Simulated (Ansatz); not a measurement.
WS₂:
```yaml
crystal:
  lattice:
    - [3.12682, 0.00000, 0.00000]
    - [-1.56341, 2.70791, 0.00000]
    - [0.00000, 0.00000, 12.15594]
  atoms:
    - { symbol: W, position: [0.33333, 0.66667, 0.25000] }
    - { symbol: W, position: [0.66667, 0.33333, 0.75000] }
    - { symbol: S, position: [0.33333, 0.66667, 0.62150] }
    - { symbol: S, position: [0.66667, 0.33333, 0.12150] }
    - { symbol: S, position: [0.66667, 0.33333, 0.37850] }
    - { symbol: S, position: [0.33333, 0.66667, 0.87850] }
```

Relaxed with LDA. Special points in fractions of this cell's reciprocal vectors: Γ (0.000, 0.000, 0.000); M (0.500, 0.000, 0.000); K (0.333, 0.333, 0.000); A (0.000, 0.000, 0.500); L (0.500, 0.000, 0.500); H (0.333, 0.333, 0.500).

Problem. List the band energies nearest the valence-band maximum at these points for plane-wave PAW LDA (Ansatz code).

Solution. In eV from the valence-band maximum; about four levels below and three above (degenerate sets whole), none deeper than 8.9 eV; points with the same levels are listed once.

| k | below | above |
|---|---|---|
| Γ | -2.25 -2.25 -1.45 -1.41 0.00 | 2.31 2.31 2.32 2.32 |
| M | -1.98 -1.79 -1.74 -1.59 | 2.32 2.37 2.54 |
| K | -2.95 -2.95 -0.86 -0.61 | 1.27 1.27 1.83 |
| A | -2.28 -2.28 -2.28 -2.28 -0.33 -0.33 | 2.30 2.30 2.30 2.30 |
| L | -1.86 -1.86 -1.68 -1.68 | 2.34 2.34 2.77 2.77 |
| H | -3.17 -3.17 -0.75 -0.75 | 1.27 1.27 2.44 2.44 |

Space group P6_3/mmc. The LDA relaxation kept the symmetry of its start; phonons on a q-mesh show no instability. The run is not spin-polarised. A crystal of weakly bound layers computed without a dispersion correction: the cell and the soft elastic constants depend strongly on that. Spin–orbit coupling is left out wherever it is not named.

Potentials: the later of the program's two PAW sets.
